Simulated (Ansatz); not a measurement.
Vibrational response of Ta2SiO3

Level of theory: DFT PBE, scalar-relativistic, plane waves, PAW (Ansatz). Cutoff 420 eV, 6×6×6 k-points (Γ-centred), Gaussian smearing of 0.10 eV. No spin polarisation. Phonons by linear response, acoustic sum rule imposed.

Relaxed structure:
```
CELL_PARAMETERS angstrom
5.02907 -0.00404 -0.08695
-0.12109 5.03452 -0.03714
-0.19675 -0.10609 6.74991
ATOMIC_POSITIONS crystal
Ta 0.72793 0.02210 0.81031
Ta 0.28282 0.51258 0.79566
Ta 0.27207 0.97790 0.18969
Ta 0.71718 0.48742 0.20434
Si 0.50861 0.75342 0.50719
Si 0.49139 0.24658 0.49281
O 0.98814 0.28350 0.73164
O 0.03276 0.79205 0.85423
O 0.47591 0.24670 0.98297
O 0.01186 0.71650 0.26836
O 0.96724 0.20795 0.14577
O 0.52409 0.75330 0.01703
```

The structure comes from a proposed guess, relaxed at this level; another structure or a mixture of phases may lie lower. In a metal, frequencies depend on the k mesh and the smearing, soft modes most. Spin–orbit coupling is left out, which matters for heavy elements.

Task: Is this structure stable against zone-centre distortions?

Result: Yes, at Γ: no optical mode is imaginary. Strains and other wave vectors aren't tested by this run.

Task: List the optical modes at Γ (i marks imaginary ones).

Result:
```
frequency (meV)  degeneracy
            7.4           1
           13.1           1
           13.3           1
           16.4           1
           18.5           1
           19.0           1
           20.3           1
           20.8           1
           21.9           1
           22.0           1
           24.0           1
           25.7           1
           25.9           1
           29.2           1
           32.7           1
           35.6           1
           35.8           1
           41.3           1
           41.8           1
           46.4           1
           46.7           1
           48.7           1
           49.1           1
           49.9           1
           50.1           1
           55.5           1
           60.6           1
           63.2           1
           70.9           1
           74.2           1
           77.3           1
           94.5           1
           95.0           1
```
